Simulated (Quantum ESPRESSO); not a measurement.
**Kohn-Sham bands of SiO2 (P3₂21)**

```xyz
9
Lattice="4.9166 0.0000 0.0000 -2.4583 4.2579 0.0000 0.0000 0.0000 5.4316" Properties=species:S:1:pos:R:3 pbc="T T T"
Si    -1.1524     1.9961     1.8105
Si    -1.1524    -1.9961     0.0000
Si     2.3049     0.0000    -1.8105
O      1.3708    -1.1435    -2.4561
O      0.3049     1.7589     1.1650
O     -1.6757    -0.6154    -0.6455
O     -1.6757     0.6154     2.4561
O      1.3708     1.1435    -1.1650
O      0.3049    -1.7589     0.6455
```

Materials Project entry mp-6930; symmetrised, unrelaxed at this level. COD (Crystallography Open Database) has the formula in 34 space groups, this one among them (matched by group alone). Computed values, not measurements, from PBEsol: Quantum ESPRESSO (norm-conserving PseudoDojo potentials, cutoff 68 Ry, no spin polarisation, no spin-orbit coupling) on a Γ-centred 6×6×4 mesh, then Wannier90. Density: 12×12×6 mesh, cold smearing 0.01 Ry.

Energies are relative to the valence-band maximum; weights are on the orthonormalised atomic waves of the pseudopotential files, averaged over the group. 48 electrons a cell are treated as valence.

```json
[
 {"bands": "1–6", "from (eV)": "-19.27", "to (eV)": "-17.02", "filling": "filled", "weight on atomic waves": "?"},
 {"bands": "7–12", "from (eV)": "-9.34", "to (eV)": "-4.52", "filling": "filled", "weight on atomic waves": "?"},
 {"bands": "13–24", "from (eV)": "-3.29", "to (eV)": "0.00", "filling": "filled", "weight on atomic waves": "?"}
]
```

Q: Which atomic shells make up each group?

A: 
- 1–6, weight on atomic waves: O 2s 74 %, Si 3p 16 %, Si 3s 8 %
- 7–12, weight on atomic waves: O 2p 75 %, Si 3p 14 %, Si 3s 7 %
- 13–24, weight on atomic waves: O 2p 92 %, Si 3p 4 %

The Kohn-Sham gap over both meshes and the path is 5.87 eV.
